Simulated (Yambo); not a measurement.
A G0W0@PBE run in Yambo for GaSb (zinc blende, space group F-43m, No. 216) under isotropic strain of -3 % on all lattice vectors (4×4×4 Γ-centred k mesh, bands 9 to 259 and a 15 Ry block in the screening, 259 bands in G with the Bruneval-Gonze terminator, plasmon pole fitted at 27.2 eV) gives these matrix elements, in eV, at the band edges (Γ → L):

```csv
state,E0,<Vxc>,<Σx>,<Σc(E0)>,Z
valence edge,0.000,-13.643,-14.877,0.497,0.803
conduction edge,0.618,-12.530,-8.721,-3.842,0.804
```

Q: Solve the linearised quasiparticle equation for both states, give the gap, and say how exchange and correlation each act on it.

A: E = E0 + Z(Σx + Σc − Vxc). Valence: 0.000 + 0.803 × (-14.877 + (0.497) − (-13.643)) = -0.59 eV. Conduction: 0.618 + 0.804 × (-8.721 + (-3.842) − (-12.530)) = 0.59 eV. The gap is 1.18 eV, against 0.62 eV in PBE. Replacing Vxc by bare exchange alone would open it by 5.04 eV; correlation takes back 4.34 eV of that, and Z scales what is left. Convergence of the G0W0 settings was not tested. Spin-orbit coupling is left out, which matters for elements this heavy: edges can move by tenths of an eV.

Geometry strained from the cell relaxed with PBEsol, atoms relaxed again; primitive cell a = 4.194 Å, b = 4.194 Å, c = 4.194 Å, α = 60.00°, β = 60.00°, γ = 60.00°.

The potentials are those of PseudoDojo's stringent table.
